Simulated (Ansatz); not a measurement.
# Two-dimensional strain map in AlGaN₂

Computed with DFT LDA, scalar-relativistic, plane waves, PAW in Ansatz. The runs took a 420 eV cutoff, a Γ-centred 8×8×6 mesh and Gaussian smearing (0.05 eV). No spin polarisation. Energies are free energies at this smearing, counted from the undisturbed cell; pressure is positive in compression.

The starting cell (as given, not relaxed at this level; it stands at -5.0 GPa, and it needn't be the usual structure):

```yaml
crystal:
  lattice:
    - [3.14088, 0.00000, 0.00000]
    - [0.00000, 3.14088, 0.00000]
    - [0.00000, 0.00000, 4.42384]
  atoms:
    - { symbol: Al, position: [0.50000, 0.50000, 0.50000] }
    - { symbol: Ga, position: [0.00000, 0.00000, 0.00000] }
    - { symbol: N, position: [0.50000, 0.00000, 0.73826] }
    - { symbol: N, position: [0.00000, 0.50000, 0.26174] }
```

The cell is strained by p along both x and y and by q along z, fractional coordinates fixed. Points are written (p, q).

Energy above the undisturbed cell in meV/atom (a dash: not computed):

```csv
p \ q,-0.030,-0.015,0.000,0.015,0.030
-0.030,26.9,14.8,7.7,5.6,8.3
-0.015,4.8,-1.6,-3.3,-0.5,6.7
0.000,-2.0,-3.1,0.0,7.3,18.6
0.015,5.2,8.8,16.3,27.6,42.7
0.030,25.0,32.9,44.4,59.4,77.8
```

Pressure in GPa:

| p \ q | -0.030 | -0.015 | 0.000 | 0.015 | 0.030 |
| --- | --- | --- | --- | --- | --- |
| -0.030 | 15.6 | 11.6 | 7.9 | 4.4 | 1.1 |
| -0.015 | 7.8 | 4.3 | 1.0 | -2.0 | -4.9 |
| 0.000 | 0.9 | -2.1 | -5.0 | -7.6 | -10.1 |
| 0.015 | -5.1 | -7.7 | -10.2 | -12.5 | -14.7 |
| 0.030 | -10.3 | -12.6 | -14.7 | -16.7 | -18.6 |

Gap on the k-mesh in eV:

```csv
p \ q,-0.030,-0.015,0.000,0.015,0.030
-0.030,3.28,3.22,3.16,3.11,2.98
-0.015,3.32,3.20,3.06,2.92,2.79
0.000,3.12,2.99,2.86,2.72,2.59
0.015,2.91,2.78,2.66,2.53,2.40
0.030,2.70,2.58,2.46,2.34,2.22
```